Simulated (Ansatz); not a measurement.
Y₃InC (anti-perovskite, Pm-3m), PBE (plane waves, PAW; program Ansatz), all energies at zero smearing, with the estimated change up to a 700 eV cutoff added, with one set of potentials and settings (totals compare only within such a set). Cell of 5 atoms (3 Y, 1 In, 1 C): -17397.728 eV.

| element | reference phase | E (eV/atom) |
|---|---|---|
| Y | P6_3/mmc, 2 atoms in the cell | -3848.6897 |
| In | I4/mmm, 1 atoms in the cell | -5597.9156 |
| C | P6_3/mmc, 4 atoms in the cell | -250.9463 |

Formation energy per atom, worked out: (-17397.728 − 3×(-3848.6897) − 1×(-5597.9156) − 1×(-250.9463))/5 = -0.559 eV/atom (-54 kJ per mol of atoms), at 0 K, without zero-point energy or fitted corrections.

The first step of the workflow began from a Materials Project structure, measured or hypothetical; the Crystallography Open Database copy checked does not list it. Whether it is the stable phase at ambient conditions was not checked. The cell was relaxed with PBE under the symmetry of its start; its stability against distortions is not shown here. No spin polarisation was allowed. The references are the lowest solids computed at this level, not always the standard phases.

Potentials: the earlier of the program's two PAW sets.
